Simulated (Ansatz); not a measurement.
# SnO2 with La replacing Sn: gradients before and after relaxing the atoms

Start: a supercell of SnO2 (rutile type, P4_2/mnm) built from a measured structure from the Crystallography Open Database (COD), with all atoms left at the host's positions.

Space group Pmmm (No. 47); a = 6.7005, b = 6.7005, c = 9.5595 Å.

```csv
site,Wyckoff,site symmetry,x,y,z
La,1a,mmm,0.0000,0.0000,0.0000
Sn2,2q,mm2,0.0000,0.0000,0.3333
Sn4,1f,mmm,0.5000,0.5000,0.0000
Sn5,2t,mm2,0.5000,0.5000,0.3333
Sn7,2s,mm2,0.5000,0.0000,0.1667
Sn8,1d,mmm,0.5000,0.0000,0.5000
Sn10,2r,mm2,0.0000,0.5000,0.1667
Sn11,1g,mmm,0.0000,0.5000,0.5000
O13,2i,2mm,0.3071,0.0000,0.0000
O14,4w,.m.,0.3071,0.0000,0.3333
O16,2k,2mm,0.8071,0.5000,0.0000
O17,4x,.m.,0.8071,0.5000,0.3333
O19,4v,m..,0.5000,0.3071,0.1667
O20,2p,m2m,0.5000,0.3071,0.5000
O22,4u,m..,0.0000,0.8071,0.1667
O23,2n,m2m,0.0000,0.8071,0.5000
```

One atom of each set is listed.

All values are calculated (Ansatz; DFT, PBE, plane waves and PAW, scalar-relativistic, 420 eV cutoff, Γ-centred 3×3×2 k-points, Fermi–Dirac smearing 0.01 eV, cell charge -1), not measured.

The largest force at the start is 6.6 eV/Å. Relaxing the ions at fixed cell moves them by 0.246 Å at most (atom 22, O) and 0.090 Å rms.

```json
{"site": "La", "moved (Å)": "0.000", "first shell before": "6 O at 2.05–2.06 Å", "first shell after": "6 O at 2.16–2.29 Å", "V_zz before (10²¹ V/m²)": "15.30", "η before": "0.73"}
{"site": "Sn2", "moved (Å)": "0.050", "first shell before": "6 O at 2.05–2.06 Å", "first shell after": "6 O at 1.99–2.05 Å", "V_zz before (10²¹ V/m²)": "-4.51", "η before": "0.42"}
{"site": "Sn5", "moved (Å)": "0.012", "first shell before": "6 O at 2.05–2.06 Å", "first shell after": "6 O at 2.02–2.06 Å", "V_zz before (10²¹ V/m²)": "5.71", "η before": "0.87"}
{"site": "Sn7", "moved (Å)": "0.018", "first shell before": "6 O at 2.05–2.06 Å", "first shell after": "6 O at 2.00–2.06 Å", "V_zz before (10²¹ V/m²)": "-8.54", "η before": "0.36"}
{"site": "Sn8", "moved (Å)": "0.000", "first shell before": "6 O at 2.05–2.06 Å", "first shell after": "6 O at 2.04 Å", "V_zz before (10²¹ V/m²)": "-5.95", "η before": "0.69"}
{"site": "Sn10", "moved (Å)": "0.052", "first shell before": "6 O at 2.05–2.06 Å", "first shell after": "6 O at 1.96–2.09 Å", "V_zz before (10²¹ V/m²)": "8.11", "η before": "0.12"}
{"site": "Sn11", "moved (Å)": "0.000", "first shell before": "6 O at 2.05–2.06 Å", "first shell after": "6 O at 2.04 Å", "V_zz before (10²¹ V/m²)": "-5.69", "η before": "0.78"}
{"site": "O13", "moved (Å)": "0.104", "first shell before": "2 Sn at 2.05 Å, 1 La at 2.06 Å", "first shell after": "2 Sn at 2.00 Å, 1 La at 2.16 Å", "V_zz before (10²¹ V/m²)": "8.32", "η before": "0.62"}
{"site": "O16", "moved (Å)": "0.004", "first shell before": "3 Sn at 2.05–2.06 Å", "first shell after": "3 Sn at 2.06–2.09 Å", "V_zz before (10²¹ V/m²)": "-10.17", "η before": "0.20"}
{"site": "O22", "moved (Å)": "0.246", "first shell before": "2 Sn at 2.05–2.06 Å, 1 La at 2.05 Å", "first shell after": "2 Sn at 1.96–1.99 Å, 1 La at 2.29 Å", "V_zz before (10²¹ V/m²)": "8.87", "η before": "0.42"}
```

**Question.** How do the gradients change?

**Answer.** 

```
site  V_zz after  η after  change of V_zz
  La        24.0     0.49           +8.73
 Sn2        5.64     0.07               –
 Sn5        6.94     0.13           +1.23
 Sn7      -10.05     0.28           -1.51
 Sn8        5.62     0.78               –
Sn10      -12.63     0.85               –
Sn11       -3.73     0.58           +1.96
 O13        9.65     0.05           +1.33
 O16       -9.65     0.15           +0.52
 O22       10.80     0.15           +1.93
```

The largest change of V_zz along a kept axis is on La, from 15.30 to 24.0. In per cent, |V_zz| changes by +57 on La, -34 to +22 on Sn, -5 to +22 on O (all sites that start above 2, bar those whose gradient vanishes or changes sign or whose main axis turns by over 40°). Where |V_zz| stays above 0.1 and the axes keep their order, η moves most on O13, from 0.62 to 0.05. On La, Sn5 V_xx and V_yy change places (or their axes turn by over 50°), so the two values of η hide a larger change. On Sn10, Sn8, Sn2 the largest principal value lies along another axis in the second run, so the two V_zz can't be compared directly. The table leaves out 6 of the 16 sites, with |V_zz| up to 10.79; their tensors move by 1.25 at most along any direction. The statements above cover all sites. The electronic state changes along with the positions (a gap opens), so the changes aren't those of geometry alone. The host's own positions weren't relaxed first, so part of the change far from the defect can be the host's relaxation.

The defect repeats with the cell of 36 atoms, so it feels its images: sites between two images don't show the values beside a lone defect, and zeros or small values of η there can come from the images' arrangement. O and Sn carry a gradient in the pure host already, so the values there aren't the defect's effect alone. A uniform background compensates the cell's charge. Without spin–orbit coupling (the program notes it for La and Sn) the gradients can shift somewhat, as the gap is small.
Before: The run isn't spin-polarised, and a state with spin may lie lower. The defect cell has no gap above 0.1 eV on its mesh, so the values can hang on the smearing and the k-mesh. The cell keeps the host's lattice, where the PBE pressure is 21 GPa (in a charged cell this depends on the convention for the mean potential). The neighbours have not yet relaxed around the defect (largest force 6.6 eV/Å), so the values at and beside it are those of a strained start, not of the defect in a real crystal.
After: The relaxation keeps the site symmetry mmm of the start, so the impurity can't leave its site; a start off the site could end lower. The cell keeps the host's lattice, where the PBE pressure is 18 GPa (in a charged cell this depends on the convention for the mean potential).
